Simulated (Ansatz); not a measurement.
NaLiZnS$_{2}$:
```
NaLiZnS2
1.0
    3.94364     0.00000     0.00000
   -1.97182     3.41529     0.00000
    0.00000     0.00000     6.75093
Na Li Zn S
1 1 1 2
Cartesian
  0.00000   0.00000   0.16571
  0.00000   2.27686   2.40348
  1.97182   1.13843   4.13819
  0.00000   2.27686   4.96200
  1.97182   1.13843   1.83240
```

This is the r²SCAN-relaxed structure. Cartesian axes are those of the cell as given.

All from the program Ansatz at the r²SCAN level (PAW), unless another level is named. Predict the hole effective mass, band 2 of 2 at the edge.

0.32 along x, 4.3 along z (mₑ).

And the formation energy from the elements (no fitted shifts)?

-1.26 eV/atom.

What about the band gap?

2.47 eV (direct).

Space group P3m1. The first step of the workflow began from a Materials Project structure, measured or hypothetical; the Crystallography Open Database copy checked does not list it. Whether it is the stable phase at ambient conditions was not checked. The r²SCAN relaxation kept the symmetry of its start; whether a distortion lowers the energy is not shown. The references are the lowest solids computed at this level, not always the standard phases.

Potentials: the later of the program's two PAW sets.
